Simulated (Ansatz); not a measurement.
InAs:
```cif
data_As4In4
_chemical_formula_sum 'In4 As4'
_space_group_name_H-M_alt 'F-43m'
_space_group_IT_number 216
_space_group_name_Hall 'F -4 2 3'
_cell_length_a 6.10782
_cell_length_b 6.10782
_cell_length_c 6.10782
_cell_angle_alpha 90.000
_cell_angle_beta 90.000
_cell_angle_gamma 90.000
loop_
_atom_site_label
_atom_site_type_symbol
_atom_site_symmetry_multiplicity
_atom_site_Wyckoff_symbol
_atom_site_fract_x
_atom_site_fract_y
_atom_site_fract_z
_atom_site_occupancy
In1 In 4 d 0.75000 0.75000 0.75000 1
As1 As 4 a 0.00000 0.00000 0.00000 1
```
(The calculation used a cell of 2 atoms; values per cell refer to that cell.)

Relaxed with r²SCAN.

Question: Which orbitals make up the states near the band edges in the program Ansatz at the r²SCAN level (PAW)?

Answer: Top 1 eV of the valence band: As 4p 80 %, In 5p 17 %. Bottom 1 eV of the conduction band: In 5s 42 %, As 4p 27 %, As 4s 23 %, In 5p 6 %. Projections are on Löwdin-orthogonalised atomic valence shells; empty p or d shells of many metals are not among them.

Question: Tabulate the density of states.

Answer: States/eV per cell of 2 atoms, in 0.25 eV bins, energy from the valence-band maximum.

```tsv
E (eV)	total	As 4p	In 5p	In 5s
-7.85	0.00	0.00	0.00	0.00
-7.60	0.00	0.00	0.00	0.00
-7.35	0.00	0.00	0.00	0.00
-7.10	0.00	0.00	0.00	0.00
-6.85	0.00	0.00	0.00	0.00
-6.60	0.00	0.00	0.00	0.00
-6.35	0.00	0.00	0.00	0.00
-6.10	0.00	0.00	0.00	0.00
-5.85	0.07	0.03	0.00	0.03
-5.60	2.84	1.31	0.15	1.30
-5.35	1.47	0.68	0.11	0.61
-5.10	0.84	0.39	0.06	0.32
-4.85	0.58	0.27	0.04	0.21
-4.60	0.45	0.21	0.03	0.16
-4.35	0.34	0.16	0.02	0.11
-4.10	0.29	0.14	0.02	0.09
-3.85	0.23	0.11	0.01	0.07
-3.60	0.19	0.09	0.01	0.06
-3.35	0.18	0.09	0.02	0.05
-3.10	1.27	0.75	0.43	0.06
-2.85	1.41	0.85	0.45	0.06
-2.60	1.29	0.79	0.40	0.06
-2.35	1.69	1.08	0.51	0.06
-2.10	1.87	1.24	0.53	0.05
-1.85	1.79	1.22	0.48	0.04
-1.60	1.72	1.21	0.43	0.04
-1.35	1.68	1.22	0.39	0.03
-1.10	1.61	1.22	0.34	0.02
-0.85	1.04	0.81	0.20	0.01
-0.60	0.65	0.52	0.11	0.01
-0.35	0.39	0.33	0.05	0.00
-0.10	0.12	0.11	0.01	0.00
0.15	0.00	0.00	0.00	0.00
0.40	0.00	0.00	0.00	0.00
0.65	0.00	0.00	0.00	0.00
0.90	0.01	0.00	0.00	0.00
1.15	0.02	0.01	0.00	0.01
1.40	0.10	0.02	0.02	0.03
1.65	0.31	0.07	0.07	0.11
1.90	0.51	0.12	0.13	0.16
2.15	0.78	0.16	0.26	0.19
2.40	1.15	0.26	0.40	0.27
2.65	2.10	0.54	0.66	0.51
2.90	1.72	0.48	0.50	0.42
3.15	1.14	0.33	0.33	0.25
3.40	0.91	0.26	0.29	0.19
3.65	0.93	0.26	0.33	0.18
3.90	0.75	0.19	0.33	0.12
4.15	0.85	0.20	0.42	0.11
4.40	1.30	0.30	0.67	0.12
4.65	2.22	0.51	1.17	0.13
4.90	1.42	0.31	0.81	0.07
```

The cell was relaxed with r²SCAN under the symmetry of its start. Spin–orbit coupling is left out wherever it is not named.

Potentials: the earlier of the program's two PAW sets.
